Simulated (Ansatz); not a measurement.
# From three elastic constants to directional properties of Na3HSe

Computed with DFT LDA, scalar-relativistic, plane waves, PAW in Ansatz 0.2.0. Plane waves to 420 eV; Γ-centred k mesh 6×6×6; fixed occupations. No spin polarisation.

The cell is fixed (symmetry leaves no force on the atoms) and stands under 0.2 GPa:
```yaml
crystal:
  lattice:
    - [4.39790, 0.00000, 0.00000]
    - [0.00000, 4.39790, 0.00000]
    - [0.00000, 0.00000, 4.39790]
  atoms:
    - { symbol: Se, position: [0.00000, 0.00000, 0.00000] }
    - { symbol: H, position: [0.50000, 0.50000, 0.50000] }
    - { symbol: Na, position: [0.50000, 0.50000, 0.00000] }
    - { symbol: Na, position: [0.50000, 0.00000, 0.50000] }
    - { symbol: Na, position: [0.00000, 0.50000, 0.50000] }
```

The cell is the ideal cubic antiperovskite prototype; whether it is the stable structure of this composition wasn't checked.

With ions relaxed, on the cubic axes: C11 = 68.4, C12 = 15.3, C44 = 23.4 GPa. The density is 2.908 g/cm³. Zone-centre modes weren't checked beside this run.

Problem. Is the crystal stable against strain, and how anisotropic is it?

Solution. Born's conditions hold: C11 + 2C12 = 99.1, C11 − C12 = 53.1 and C44 = 23.4 GPa are all positive. B = (C11 + 2C12)/3 = 33.0 GPa. The two shear moduli are C44 and C′ = (C11 − C12)/2 = 26.5 GPa, so Zener's ratio is A = C44/C′ = 0.88: nearly isotropic. The Cauchy pressure C12 − C44 is -8.1 GPa; it would vanish for pair forces between atoms on inversion centres at zero pressure, and a negative value is usual with directional bonding, though many-body forces give one in some ionic oxides too.

Problem. Give the sound speeds along the three symmetry directions.

Solution. The Christoffel equation gives ρv² for each branch:
```csv
direction,branch,ρv²,GPa,v (m/s)
[100],L,C11,68.4,4850
[100],T (×2),C44,23.4,2839
[110],L,(C11 + C12 + 2C44)/2,65.3,4739
[110],"T, u ∥ [001]",C44,23.4,2839
[110],"T, u ∥ [1-10]",(C11 − C12)/2,26.5,3021
[111],L,(C11 + 2C12 + 4C44)/3,64.3,4702
[111],T (×2),(C11 − C12 + C44)/3,25.5,2961
```

Problem. How does Young's modulus depend on direction?

Solution. Inverting gives S11 = 15.928, S12 = -2.919, S44 = 42.680 TPa⁻¹. Along a unit vector (l, m, n), 1/E = S11 − 2(S11 − S12 − S44/2)(l²m² + m²n² + n²l²), where the last bracket is 0, 1/4 and 1/3 for [100], [110] and [111]: E = 63, 58 and 57 GPa. With A < 1 the cube edge is stiffest. For a film on (001), the biaxial modulus is C11 + C12 − 2C12²/C11 = 77 GPa and the normal strain is −2C12/C11 = -0.45 times the in-plane one.